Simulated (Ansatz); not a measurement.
The following input was run with Ansatz 0.2.0.

```yaml
crystal:
  lattice:
    - [0.0, 2.1718436122, 2.1718436122]
    - [2.1718436122, 0.0, 2.1718436122]
    - [2.1718436122, 2.1718436122, 0.0]
  atoms:
    - { symbol: Ta, position: [0.0, 0.0, 0.0] }
basis:
  ecutwfc: 500
kpoints:
  mp_grid: { grid: [18, 18, 18] }
hamiltonian:
  xc: r2scan
scf:
  occupations: { method: gaussian, width: 0.1 }
output:
  forces: true
  stress: true
  eigenvalues: true
```

Run as
```bash
ansatz run input.yaml --threads 1 --pin off --max-ram 2560MiB --backend cpu --events-out ev --progress --plain --runs-dir out
```

Computed with DFT r2SCAN, scalar-relativistic, plane waves, PAW (Ansatz 0.2.0).

Part of what the program printed, abridged:

```
Pseudopotentials: kind: paw
Pseudopotential: Ta, paw, valence charge 13, recommended cutoff 500 eV (meta_gga)
Functional definition: r2SCAN
Crystal: 1 atom, lattice volume = 20.489 Å³
Basis set: ecut = 500 eV, 531 PW (Γ), exchange–correlation on 96×96×96 points (64 copies of the dense FFT grid, shifted against one another)
Bands: 11, of which v1, the nominal top of the filled ones, is band 7 counted from 1 (6 counted from 0)
Symmetry: 48 space group operations
Space group: Fm-3m (ITA 225), of the structure as read, at distance tolerance 2.7e-5 Å
k-points: 195 of 5832
Initial density: superposition of atomic densities (neutral atoms: chi_scale 0, normalization atom), corrected by the library's trained network
Initial wavefunctions: pseudopotential atomic-orbital guess
Functional: x = r2scan, c = r2scan; τ floored in thin density (d = 2e-4 eV/Å³)
SCF iter   1: F=—  HF=-9943.965179 eV  |F-HF|=—  |Δ(HF+E_count)|=         —  Δρ=6.97e-3  dr2=4.30e-3  dr2_τ=1.30e-2  ethr=1.77e-3  ⟨swp⟩=5.6  Hψ=13054  notcnv=0
SCF iter   2: F=—  HF=-9943.976822 eV  |F-HF|=—  |Δ(HF+E_count)|=   1.16e-2  Δρ=4.90e-3  dr2=2.40e-3  dr2_τ=3.94e-4  ethr=3.31e-5  ⟨swp⟩=2.6  Hψ=4829  notcnv=0
SCF iter   3: F=—  HF=-9943.978108 eV  |F-HF|=—  |Δ(HF+E_count)|=   1.29e-3  Δρ=5.32e-4  dr2=3.55e-5  dr2_τ=5.02e-5  ethr=1.84e-5  ⟨swp⟩=2.0  Hψ=3158  notcnv=0
SCF iter   4: F=—  HF=-9943.978111 eV  |F-HF|=—  |Δ(HF+E_count)|=   2.50e-6  Δρ=2.89e-4  dr2=4.86e-6  dr2_τ=1.11e-6  ethr=2.73e-7  ⟨swp⟩=2.1  Hψ=3067  notcnv=0
SCF iter   5: F=—  HF=-9943.978115 eV  |F-HF|=—  |Δ(HF+E_count)|=   4.04e-6  Δρ=5.13e-5  dr2=1.59e-7  dr2_τ=1.12e-7  ethr=3.74e-8  ⟨swp⟩=2.0  Hψ=3142  notcnv=0
SCF iter   6: F=-9943.978115 eV  HF=-9943.978115 eV  |F-HF|=6.61e-9  |Δ(HF+E_count)|=   8.98e-8  Δρ=6.13e-6  dr2=4.96e-9  dr2_τ=2.09e-9  ethr=7.69e-10  ⟨swp⟩=6.7  Hψ=9976  notcnv=0
SCF 1 converged in 6 iterations: F = -9943.978115 eV  dr2 = 4.96e-9
SCF converged after 6 iterations
Free energy (F): -9943.978115 eV
Harris-Foulkes:  -9943.978115 eV  (|F-HF|=6.61e-9)
Internal energy: -9943.971845 eV  (E = F + TS)
E sigma→0 (E₀):  -9943.974980 eV
Entropy (-TS):   -0.006270 eV (-6.270 meV/atom)
Fermi energy:    16.284771 eV
--- Per-component energies (eV) ---
  E_band       = -151.704482
  E_kinetic    = 362.516238
  E_local      = -619.974486  (includes V_loc(G=0)·N_el)
  E_nonlocal   = 13.344976
  E_hartree    = 210.170485
  E_xc         = -202.830477
  E_vxc        = -219.621121  (∫ρ·V_xc dr)
  E_paw        = -8422.113532  (= ΣΔE_a)
  E_vpaw       = -119.292918  (= ΣTr[D̂ρ^β])
  E_aug_tail   = 0.000082  (compensation charges beyond the density's cutoff)
  E_vtau       = 10.981044  (kinetic-family band-sum trace: ∫τ·v_τ [+ j·A + Jᵃ·Aᵃ] dr)
  E_ewald      = -1284.328851
  E_core_change = -0.756280  (= ΣΔE_core)
  E_smearing   = -0.006270  (= −TS)
--- Forces (eV/Å), atoms counted from 1 ---
  atom   1  Ta     0.00000000     0.00000000     0.00000000
--- Stress (GPa, compression-positive) ---
      -15.911324       0.000000       0.000000
        0.000000     -15.911324       0.000000
        0.000000       0.000000     -15.911324
  P = ⅓ Tr σ = -15.9113 GPa (-159.113 kbar)
--- Band table (eV; the first three rows and the last of 195) ---
  k-point 0: bands = ["-53.4143", "-18.8116", "-18.8116", "-18.8116", "8.1197", "16.8028", "16.8028", "16.8028", "19.7129", "19.7129", "28.6837"]
  k-point 1: bands = ["-53.4124", "-18.8368", "-18.8149", "-18.8149", "8.2362", "16.6979", "16.8582", "16.8582", "19.6602", "19.6602", "28.9271"]
  k-point 2: bands = ["-53.4068", "-18.9090", "-18.8242", "-18.8242", "8.5762", "16.4217", "17.0041", "17.0041", "19.5391", "19.5391", "29.5810"]
  k-point 194: bands = ["-53.3279", "-19.3711", "-19.2913", "-19.1079", "13.6714", "14.7121", "15.5109", "18.4549", "22.2819", "25.6104", "25.6144"]
```

The calculation finished and met its thresholds.

Time: 12 s on 1 thread of Intel(R) Xeon(R) Processor @ 2.50GHz (Skylake/Cascade Lake), on a shared host, peak memory 0.41 GiB.

Spin–orbit coupling is left out, which can shift energies with elements as heavy as these.